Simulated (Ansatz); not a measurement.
MgS (rock salt, space group No. 225) at seven volumes, the program Ansatz at the PBEsol level (PAW), scaled uniformly. One row is withheld.

| V (Å³/atom) | P (GPa) |
|---|---|
| 15.829 | 8.92 |
| 16.351 | 5.48 |
| 16.872 | 2.53 |
| 17.394 | 0.00 |
| 17.916 | ? |
| 18.438 | -4.04 |
| 18.960 | -5.65 |

**Question.** Fit the shown pressures and predict the withheld one.

**Answer.** P = (3/2)B₀(x^(7/2) − x^(5/2))[1 + (3/4)(B′ − 4)(x − 1)] with x = (V₀/V)^(2/3). Least squares on the six rows gives V₀ = 17.394 Å³/atom, B₀ = 78.1 GPa, B′ = 4.07. At V = 17.916, x = 0.9805 and P = -2.17 GPa. The run itself gave -2.17 GPa.

Space group Fm-3m (rock salt). Symmetry was held in the PBEsol relaxation; phonons on a q-mesh show no instability.

Potentials: the later of the program's two PAW sets.
